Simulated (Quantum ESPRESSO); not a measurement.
GaSi6P (made-up cell) (calculated)

Calculation on a made-up crystal cell, not a measurement: periodic Kohn-Sham density functional theory in plane waves with PseudoDojo standard norm-conserving scalar-relativistic pseudopotentials, each functional with its own files (v0.5 for PBE, v0.4.1 for LDA and PBEsol), no spin polarisation, no spin-orbit coupling, atoms not relaxed, stress positive in tension, energies less a fixed whole-eV offset for each atom's element; levels are Kohn-Sham levels at fractions of this cell's reciprocal vectors, counted from the reference band (half the neutral cell's valence electrons, rounded up) at Gamma; error bars cover cutoff and k-mesh only, not smearing or the files; added strain carries the atoms with the cell, and shear is the tensor component; each bar is the largest change over components, and at least 0.002 eV, 0.002 eV per angstrom or 0.02 GPa; energies are for the whole cell, and the offsets were chosen from early runs and are not element reference energies. Program: Quantum ESPRESSO 7.5.

Settings shared by all entries: lattice type zincblende/diamond; functional pbe; cutoff 1088 eV; fermi dirac smearing 0.1 eV; scf tolerance 1e-07 eV; electrons removed 0; k mesh 6 x 6 x 6, shifted by half a step.

(1) GaSi6P (made-up cell)

```
GaSi6P
1.0
      5.4672    -0.1058     0.0080
     -0.1058     5.4593    -0.0108
      0.0080    -0.0108     5.5031
Si P Si Ga
4 1 2 1
Direct
  -0.00623 -0.00047 0.00163
  -0.00028 0.51192 0.51288
  0.49133 0.00388 0.51061
  0.50333 0.52086 -0.01285
  0.23719 0.22114 0.27704
  0.24073 0.77739 0.74232
  0.73664 0.26122 0.74553
  0.77483 0.75390 0.23855
```

| Quantity | Value |
| --- | --- |
| free energy less offsets | -0.1453 eV |
| smearing term minus ts | -0.02102 eV |
| scf iterations | 10 |
| pressure | 1.923 GPa |
| stress xx | -2.058 GPa |
| stress yy | -2.035 GPa |
| stress zz | -1.677 GPa |
| stress yz | 1.024 GPa |
| stress xz | 1.064 GPa |
| stress xy | -5.404 GPa |
| fermi level | 0.03019 eV |
| reference band | 21 |
| error bar energy | 0.002 eV |
| error bar stress | 0.02 GPa |
| error bar force | 0.002194 eV/Å |
| error bar next band up | 0.002 eV |
| error bar fermi level | 0.00437 eV |
| error bars from | tighter rerun of this cell |

Atoms:
```
atoms element  atom site  atom energy offset (eV)
           Si          1                     -115
           Si          2                     -115
           Si          3                     -115
           Si          4                     -115
            P          5                     -189
           Si          6                     -115
           Si          7                     -115
           Ga          8                    -2080
```

Forces:
```
site  x (eV/Å)  y (eV/Å)  z (eV/Å)
   1    0.3639     1.616    -1.127
   2   -0.1641   -0.6891   -0.8859
   3      1.45   -0.2986    -1.529
   4   -0.7896   -0.4218    0.5555
   5    0.2625     1.998    -0.951
   6    0.1213    -1.327     1.451
   7    0.4923   0.02442    0.8769
   8    -1.736   -0.9025      1.61
```

Levels:
```
level k point  next band up (eV)
        Gamma            0.08446
(1/2,1/2,1/2)            0.04155
   (0.15,0,0)            0.05785
   (0,0.15,0)             0.0309
   (0,0,0.15)             0.0971
```

(2) GaSi6P (made-up cell)

```
GaSi6P
1.0
      5.4672    -0.1058     0.0080
     -0.1058     5.4593    -0.0108
      0.0080    -0.0108     5.5031
Si P Si Ga
4 1 2 1
Direct
  -0.00623 -0.00047 0.00163
  0.01009 0.51212 0.51287
  0.49133 0.00388 0.51061
  0.50333 0.52086 -0.01285
  0.23719 0.22114 0.27704
  0.24073 0.77739 0.74232
  0.73664 0.26122 0.74553
  0.77483 0.75390 0.23855
```

| Property | Result |
| --- | --- |
| free energy less offsets | -0.117 eV |
| smearing term minus ts | -0.02171 eV |
| scf iterations | 10 |
| pressure | 1.898 GPa |
| stress xx | -2.043 GPa |
| stress yy | -2.062 GPa |
| stress zz | -1.59 GPa |
| stress yz | 0.5204 GPa |
| stress xz | 0.8836 GPa |
| stress xy | -5.457 GPa |
| fermi level | 0.03732 eV |
| reference band | 21 |
| error bar energy | 0.002 eV |
| error bar stress | 0.02 GPa |
| error bar force | 0.002194 eV/Å |
| error bar next band up | 0.002 eV |
| error bar fermi level | 0.00437 eV |
| error bars from | tighter rerun of a related cell |

Atoms:
```
atoms element  atom site  atom energy offset (eV)
           Si          1                     -115
           Si          2                     -115
           Si          3                     -115
           Si          4                     -115
            P          5                     -189
           Si          6                     -115
           Si          7                     -115
           Ga          8                    -2080
```

Forces:
```
site  x (eV/Å)  y (eV/Å)  z (eV/Å)
   1    0.2829     1.616    -1.136
   2   -0.8354   -0.8858    -1.013
   3     1.506   -0.2979    -1.525
   4   -0.7287   -0.4232      0.56
   5    0.3762     1.941   -0.9726
   6    0.3371    -1.126     1.618
   7    0.6777    0.1846    0.7308
   8    -1.616    -1.009     1.738
```

Levels:
```
level k point  next band up (eV)
        Gamma            0.09726
(1/2,1/2,1/2)            0.04329
   (0.15,0,0)            0.05338
   (0,0.15,0)            0.03693
   (0,0,0.15)               0.12
```

(3) GaSi6P (made-up cell)

```
GaSi6P
1.0
      5.4672    -0.1058     0.0080
     -0.1058     5.4593    -0.0108
      0.0080    -0.0108     5.5031
Si P Si Ga
4 1 2 1
Direct
  -0.00623 -0.00047 0.00163
  0.01679 0.51225 0.51286
  0.49133 0.00388 0.51061
  0.50333 0.52086 -0.01285
  0.23719 0.22114 0.27704
  0.24073 0.77739 0.74232
  0.73664 0.26122 0.74553
  0.77483 0.75390 0.23855
```

| Item | Value |
| --- | --- |
| free energy less offsets | -0.07856 eV |
| smearing term minus ts | -0.02241 eV |
| scf iterations | 10 |
| pressure | 1.911 GPa |
| stress xx | -2.024 GPa |
| stress yy | -2.131 GPa |
| stress zz | -1.578 GPa |
| stress yz | 0.1908 GPa |
| stress xz | 0.7731 GPa |
| stress xy | -5.496 GPa |
| fermi level | 0.04856 eV |
| reference band | 21 |
| error bar energy | 0.002 eV |
| error bar stress | 0.02 GPa |
| error bar force | 0.002194 eV/Å |
| error bar next band up | 0.002 eV |
| error bar fermi level | 0.00437 eV |
| error bars from | tighter rerun of a related cell |

Atoms:
```
atoms element  atom site  atom energy offset (eV)
           Si          1                     -115
           Si          2                     -115
           Si          3                     -115
           Si          4                     -115
            P          5                     -189
           Si          6                     -115
           Si          7                     -115
           Ga          8                    -2080
```

Forces:
```
site  x (eV/Å)  y (eV/Å)  z (eV/Å)
   1    0.2326     1.615    -1.142
   2    -1.263    -1.013    -1.105
   3     1.542   -0.2974    -1.522
   4     -0.69   -0.4244    0.5619
   5    0.4528     1.898   -0.9892
   6    0.4781   -0.9836     1.735
   7    0.7892    0.2761    0.6465
   8    -1.542    -1.071     1.814
```

Levels:
```
level k point  next band up (eV)
        Gamma             0.1126
(1/2,1/2,1/2)            0.05043
   (0.15,0,0)            0.05447
   (0,0.15,0)            0.04486
   (0,0,0.15)             0.1381
```

(4) GaSi6P (made-up cell)

```
GaSi6P
1.0
      5.4672    -0.1058     0.0080
     -0.1058     5.4593    -0.0108
      0.0080    -0.0108     5.5031
Si P Si Ga
4 1 2 1
Direct
  -0.00623 -0.00047 0.00163
  0.02021 0.51231 0.51285
  0.49133 0.00388 0.51061
  0.50333 0.52086 -0.01285
  0.23719 0.22114 0.27704
  0.24073 0.77739 0.74232
  0.73664 0.26122 0.74553
  0.77483 0.75390 0.23855
```

| Quantity | Value |
| --- | --- |
| free energy less offsets | -0.05293 eV |
| smearing term minus ts | -0.02286 eV |
| scf iterations | 10 |
| pressure | 1.926 GPa |
| stress xx | -2.012 GPa |
| stress yy | -2.181 GPa |
| stress zz | -1.585 GPa |
| stress yz | 0.02017 GPa |
| stress xz | 0.7185 GPa |
| stress xy | -5.517 GPa |
| fermi level | 0.05531 eV |
| reference band | 21 |
| error bar energy | 0.002 eV |
| error bar stress | 0.02 GPa |
| error bar force | 0.002194 eV/Å |
| error bar next band up | 0.002 eV |
| error bar fermi level | 0.00437 eV |
| error bars from | tighter rerun of a related cell |

Atoms:
```
atoms element  atom site  atom energy offset (eV)
           Si          1                     -115
           Si          2                     -115
           Si          3                     -115
           Si          4                     -115
            P          5                     -189
           Si          6                     -115
           Si          7                     -115
           Ga          8                    -2080
```

Forces:
```
site  x (eV/Å)  y (eV/Å)  z (eV/Å)
   1    0.2076     1.615    -1.145
   2    -1.478    -1.079    -1.154
   3      1.56    -0.297     -1.52
   4   -0.6704    -0.425    0.5625
   5    0.4926     1.874   -0.9986
   6    0.5503   -0.9069     1.799
   7    0.8434    0.3193    0.6063
   8    -1.505      -1.1      1.85
```

Levels:
```
level k point  next band up (eV)
        Gamma             0.1206
(1/2,1/2,1/2)            0.05494
   (0.15,0,0)             0.0552
   (0,0.15,0)            0.04917
   (0,0,0.15)             0.1473
```

(5) GaSi6P (made-up cell)

```
GaSi6P
1.0
      5.4672    -0.1058     0.0080
     -0.1058     5.4593    -0.0108
      0.0080    -0.0108     5.5031
Si P Si Ga
4 1 2 1
Direct
  -0.00623 -0.00047 0.00163
  0.02305 0.51237 0.51285
  0.49133 0.00388 0.51061
  0.50333 0.52086 -0.01285
  0.23719 0.22114 0.27704
  0.24073 0.77739 0.74232
  0.73664 0.26122 0.74553
  0.77483 0.75390 0.23855
```

| Item | Value |
| --- | --- |
| free energy less offsets | -0.02864 eV |
| smearing term minus ts | -0.02328 eV |
| scf iterations | 10 |
| pressure | 1.943 GPa |
| stress xx | -2 GPa |
| stress yy | -2.231 GPa |
| stress zz | -1.598 GPa |
| stress yz | -0.1226 GPa |
| stress xz | 0.6743 GPa |
| stress xy | -5.536 GPa |
| fermi level | 0.06121 eV |
| reference band | 21 |
| error bar energy | 0.002 eV |
| error bar stress | 0.02 GPa |
| error bar force | 0.002194 eV/Å |
| error bar next band up | 0.002 eV |
| error bar fermi level | 0.00437 eV |
| error bars from | tighter rerun of a related cell |

Atoms:
```
atoms element  atom site  atom energy offset (eV)
           Si          1                     -115
           Si          2                     -115
           Si          3                     -115
           Si          4                     -115
            P          5                     -189
           Si          6                     -115
           Si          7                     -115
           Ga          8                    -2080
```

Forces:
```
site  x (eV/Å)  y (eV/Å)  z (eV/Å)
   1    0.1873     1.614    -1.147
   2    -1.655    -1.133    -1.196
   3     1.574   -0.2967    -1.519
   4   -0.6543   -0.4256    0.5629
   5     0.526     1.853    -1.007
   6    0.6101   -0.8414     1.853
   7    0.8869    0.3533    0.5745
   8    -1.475    -1.124     1.879
```

Levels:
```
level k point  next band up (eV)
        Gamma             0.1268
(1/2,1/2,1/2)            0.05892
   (0.15,0,0)            0.05569
   (0,0.15,0)            0.05269
   (0,0,0.15)             0.1547
```

(6) GaSi6P (made-up cell)

```
GaSi6P
1.0
      5.4672    -0.1058     0.0080
     -0.1058     5.4593    -0.0108
      0.0080    -0.0108     5.5031
Si P Si Ga
4 1 2 1
Direct
  -0.00623 -0.00047 0.00163
  0.04098 0.51272 0.51282
  0.49133 0.00388 0.51061
  0.50333 0.52086 -0.01285
  0.23719 0.22114 0.27704
  0.24073 0.77739 0.74232
  0.73664 0.26122 0.74553
  0.77483 0.75390 0.23855
```

| Property | Result |
| --- | --- |
| stress yz | ? |

Atoms:
```
atoms element  atom site  atom energy offset (eV)
           Si          1                     -115
           Si          2                     -115
           Si          3                     -115
           Si          4                     -115
            P          5                     -189
           Si          6                     -115
           Si          7                     -115
           Ga          8                    -2080
```

Question: Estimate the stress yz of GaSi6P (made-up cell) (entry 6).
Answer: -1.062 GPa

Further results for GaSi6P (made-up cell) (entry 6):

| Property | Result |
| --- | --- |
| free energy less offsets | 0.1868 eV |
| smearing term minus ts | -0.02706 eV |
| scf iterations | 10 |
| pressure | 2.139 GPa |
| stress xx | -1.891 GPa |
| stress yy | -2.704 GPa |
| stress zz | -1.823 GPa |
| stress xz | 0.4185 GPa |
| stress xy | -5.661 GPa |
| fermi level | 0.09881 eV |
| reference band | 21 |
| error bar energy | 0.002 eV |
| error bar stress | 0.02 GPa |
| error bar force | 0.002194 eV/Å |
| error bar next band up | 0.002 eV |
| error bar fermi level | 0.00437 eV |
| error bars from | tighter rerun of a related cell |

Forces:
```
site  x (eV/Å)  y (eV/Å)  z (eV/Å)
   1   0.06927     1.611    -1.165
   2    -2.725    -1.484     -1.49
   3     1.661    -0.293    -1.508
   4   -0.5566   -0.4302    0.5625
   5    0.7395       1.7    -1.069
   6    0.9807    -0.386     2.228
   7      1.13    0.5343    0.4013
   8    -1.299    -1.252     2.042
```

Levels:
```
level k point  next band up (eV)
        Gamma             0.1512
(1/2,1/2,1/2)            0.08474
   (0.15,0,0)            0.05252
   (0,0.15,0)            0.06979
   (0,0,0.15)             0.1908
```
